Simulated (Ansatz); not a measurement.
Li:
Space group Fm-3m (No. 225); a = 4.234 Å, b = 4.234 Å, c = 4.234 Å, α = 90.00°, β = 90.00°, γ = 90.00°

```
atom  site  symmetry       x       y       z
----  ----  --------  ------  ------  ------
Li      4a      m-3m  0.0000  0.0000  0.0000
```
(The calculation used a cell of 1 atom; values per cell refer to that cell.)

This is the LDA-relaxed structure.

Problem. All from LDA (plane waves, PAW; program Ansatz), unless another level is named. Give the Poisson's ratio.

Solution. 0.33.

Problem. Give the elastic constants (relaxed ions, GPa).

Solution. C11 = 17.7, C12 = 13.6, C44 = 10.9.

The workflow started from a Materials Project entry (that database holds measured and hypothetical structures alike); the Crystallography Open Database files this formula in space group No. 225, but the cells were not matched. It is not the phase usual at ambient conditions (space group No. 229). Symmetry was held in the LDA relaxation; its stability against distortions is not shown here. As this level gives no gap, shear constants depend on the k-mesh and smearing (Fermi–Dirac, 0.1 eV here).

Potentials: the earlier of the program's two PAW sets.
